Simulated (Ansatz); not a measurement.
Here is the system:

As:
```cif
data_As
_chemical_formula_sum 'As1'
_space_group_name_H-M_alt 'P 1'
_space_group_IT_number 1
_cell_length_a 2.98372
_cell_length_b 2.98372
_cell_length_c 2.98372
_cell_angle_alpha 60.000
_cell_angle_beta 60.000
_cell_angle_gamma 60.000
loop_
_space_group_symop_operation_xyz
  'x, y, z'
loop_
_atom_site_label
_atom_site_type_symbol
_atom_site_fract_x
_atom_site_fract_y
_atom_site_fract_z
_atom_site_occupancy
As1 As 0.00000 0.00000 0.00000 1
```

This is the r²SCAN+D4-relaxed structure.

Question: All from r²SCAN+D4 in the plane-wave PAW code Ansatz, unless another level is named. Give the bulk modulus (Birch–Murnaghan fit).

Answer: 87.7 GPa.

Question: Predict the elastic constants (relaxed ions, GPa).

Answer: C11 = 45.8, C12 = 106, C44 = -13.6.

Space group Fm-3m (fcc (Cu type)). The cell is a constructed one: a structure type filled with these elements; neither database checked (COD, Materials Project) lists it. It is not the phase usual at ambient conditions (space group No. 166). The r²SCAN+D4 relaxation kept the symmetry of its start. At this level the phase is mechanically unstable. As this level gives no gap, shear constants depend on the k-mesh and smearing (Fermi–Dirac, 0.1 eV here).

Potentials: the earlier of the program's two PAW sets.
